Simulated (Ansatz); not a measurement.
# VTe₆Mo₂ (P-6m2) at 2 levels of theory

One geometry, relaxed with PBE; plane waves with PAW potentials in Ansatz, scalar-relativistic. Collinear spin, ending at -1.0 μB a primitive cell. Gaps are the least over mesh and band path; pressure is positive in compression.

```
V Te Mo
1.0
     3.57012    0.00000    0.00000
    -1.78506    3.09181    0.00000
     0.00000    0.00000   25.79780
V Te Mo
1 6 2
Direct
  0.00000 0.00000 0.50000
  0.33333 0.66667 0.09803
  0.33333 0.66667 0.43174
  0.33333 0.66667 0.76223
  0.33333 0.66667 0.90197
  0.33333 0.66667 0.23777
  0.33333 0.66667 0.56826
  0.00000 0.00000 0.83210
  0.00000 0.00000 0.16791
```

```
level  cutoff (eV)   k mesh  gap (eV)  pressure (GPa)  largest moment (μB)
  PBE          420  12×12×2      0.05             0.0                 1.00
```

Task: What comes out on the same cell with r2SCAN?

Result:
```
 level  cutoff (eV)   k mesh  gap (eV)  pressure (GPa)  largest moment (μB)
r2SCAN          500  12×12×2      0.23            -0.5                 1.21
```

The state reached may not be the lowest one. Spin-orbit coupling matters for the bands of heavy elements and is left out. The cell holds layers, chains or molecules and no dispersion correction was added, so their binding is poorly described.

It was reached by relaxing an invented guess, and it needn't be the stable form of this composition.
